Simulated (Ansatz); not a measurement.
LiAlSi4O10 in space group P2/c (No. 13; Pearson symbol mP32), the program Ansatz at the PBEsol level (PAW). The conduction-band minimum lies at Γ, with 1 equivalent valley. Second derivatives d²E/dk² of the lowest band at one valley (eV·Å²), along Cartesian directions:

| direction | d²E/dk² |
|---|---|
| [100] | 14.22 |
| [010] | 14.59 |
| [001] | 14.37 |
| [110] | 14.41 |
| [101] | 14.20 |
| [011] | 14.48 |

### Question
Find the principal effective masses, the density-of-states mass and the conductivity mass.

### Answer
Off-diagonal terms follow from H_xy = H[110] − (H_xx + H_yy)/2, and m*/mₑ = 7.620 eV·Å² over each eigenvalue: 0.52, 0.53, 0.54. One valley's DOS mass (m₁m₂m₃)^(1/3) = 0.53, conductivity mass 3/(Σ 1/mᵢ) = 0.53 mₑ.

### Question
What effective density of states Nc follows at 300 K for parabolic valleys?

### Answer
Nc = 2.509e19 × 1 × (0.53)^(3/2) ≈ 9.7e18 cm⁻³.

The first step of the workflow began from a Materials Project structure, measured or hypothetical; the Crystallography Open Database files this formula in space group No. 13, but the cells were not matched. Whether it is the stable phase at ambient conditions was not checked. Symmetry was held in the PBEsol relaxation; its stability against distortions is not shown here.

Potentials: the later of the program's two PAW sets.

Edges and masses are those of Kohn–Sham bands, whose gap is no quasiparticle gap.
